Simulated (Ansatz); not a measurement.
Relaxed SiO2 (alpha-quartz type, space group P3_121):

```
SiO2
1.0
    5.02210     0.00000     0.00000
   -2.51105     4.34927     0.00000
    0.00000     0.00000     5.51028
Si O
3 6
Direct
  0.47672   0.00000   0.33333
  0.00000   0.47672   0.66667
  0.52328   0.52328   0.00000
  0.41453   0.25539   0.20512
  0.74461   0.15915   0.53845
  0.84085   0.58547   0.87179
  0.15915   0.74461   0.46155
  0.25539   0.41453   0.79488
  0.58547   0.84085   0.12821
```

A phonon eigenvector at Γ is frozen into this cell: atom i moves by Q times the vector below, so Q is the largest atomic displacement, in Å. The cell is held. It is one choice among 2 degenerate patterns.

```json
[
 {"atom": "Si1", "x": "-0.016", "y": "0.000", "z": "0.000"},
 {"atom": "Si2", "x": "0.097", "y": "0.065", "z": "0.300"},
 {"atom": "Si3", "x": "0.097", "y": "-0.065", "z": "-0.300"},
 {"atom": "O4", "x": "0.344", "y": "-0.021", "z": "-0.367"},
 {"atom": "O5", "x": "-0.636", "y": "0.305", "z": "0.319"},
 {"atom": "O6", "x": "0.136", "y": "0.990", "z": "0.047"},
 {"atom": "O7", "x": "0.344", "y": "0.021", "z": "0.367"},
 {"atom": "O8", "x": "0.136", "y": "-0.990", "z": "-0.047"},
 {"atom": "O9", "x": "-0.636", "y": "-0.305", "z": "-0.319"}
]
```

Method: PBE (plane waves to 420 eV, PAW, scalar-relativistic; Ansatz, a program for electronic structure). k mesh 8×8×6 (Γ-centred), Fermi-Dirac smearing 0.05 eV. The energy includes the smearing's −TS. SiO2 was relaxed with its symmetry unable to fall. ΔE is measured from the undisplaced structure.

```tsv
Q (Å)	ΔE (meV/cell)
-0.180	withheld
-0.150	158.8
-0.120	101.8
-0.090	57.4
-0.060	25.6
-0.030	6.4
0.000	0.0
0.030	6.5
0.060	26.4
0.090	60.1
0.120	108.0
0.150	170.9
0.180	249.4
```

Question: Fit a polynomial form (powers 2, 3, 4) to the given rows and predict ΔE at Q = -0.180.

Answer: Least squares on the 12 given rows: ΔE = (7212)·Q² + (1791)·Q³ + (5045)·Q⁴, in meV/cell with Q in Å; root-mean-square residual 0.03 meV/cell. At -0.180 the fit gives 228.5 meV/cell; the calculation gives 228.7 meV/cell, so the extrapolation is off by -0.2 (-0.1 %). The quadratic term alone would give 233.7 meV/cell.

(For displaced atoms, the force is minus the slope of the energy, and its curvature is a force constant, which sets phonon frequencies.)
